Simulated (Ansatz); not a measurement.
**Surface calculation: diamond Ge (100), 6 layers**

The slab is cut from the diamond crystal, the stable phase, as relaxed on PAW files (23.90 Å³/atom), with 16 Å of vacuum and a dipole correction:

```yaml
crystal:
  lattice:
    - [4.07361, 0.00000, 0.00000]
    - [0.00000, 4.07361, 0.00000]
    - [0.00000, 0.00000, 23.20120]
  atoms:
    - { symbol: Ge, position: [0.75000, 0.00000, 0.34481] }
    - { symbol: Ge, position: [0.25000, 0.00000, 0.40689] }
    - { symbol: Ge, position: [0.25000, 0.50000, 0.46896] }
    - { symbol: Ge, position: [0.75000, 0.50000, 0.53104] }
    - { symbol: Ge, position: [0.75000, 0.00000, 0.59311] }
    - { symbol: Ge, position: [0.25000, 0.00000, 0.65519] }
```

All numbers are PBE results (scalar-relativistic) from Ansatz 0.2.0, with a Γ-centred 6×6×1 k mesh, Fermi–Dirac smearing of 0.02 eV, no spin polarisation. Methods: LAPW: all electrons, basis error target 1 meV/atom; PAW: frozen-core files, cutoff 420 eV.

The bulk energy comes from a cell in the slab's orientation on a 6×6×5 mesh. The surface energy is (E(slab) − N·E(bulk))/2A at zero smearing, the mean of both faces; thin slabs carry quantum-size effects.

Real surfaces of this kind reconstruct, which a 1×1 cell forbids.

Question: As cut, the LAPW slab lies 2.832 eV above 6 atoms of bulk. What surface energy is that?

Answer: Over two faces of 16.59 Å² it is 85.3 meV/Å², and times 16.02 J/m² per eV/Å² that gives γ = 1.367 J/m².

Question: What do relaxation and the other method give, and what work function comes out?

Answer: 

| method | γ as cut (J/m²) | γ relaxed (J/m²) | Φ as cut (eV) | Φ relaxed (eV) |
| --- | --- | --- | --- | --- |
| LAPW | 1.367 | 1.364 | 4.89 | 4.88 |
| PAW | 1.367 | 1.365 | 4.89 | 4.88 |

Question: How do the spacings between the planes relax?

Answer: From the bottom face up: d12 -0.8 % of 1.440 Å, d23 +2.1 % of 1.440 Å, d34 -1.4 % of 1.440 Å, d45 +2.1 % of 1.440 Å, d56 -0.8 % of 1.440 Å.

Question: What changes if the images along the normal are cut off in place of the dipole correction?

Answer: LAPW then gives: no gap, work function 4.88 eV; PAW: no gap, work function 4.88 eV.
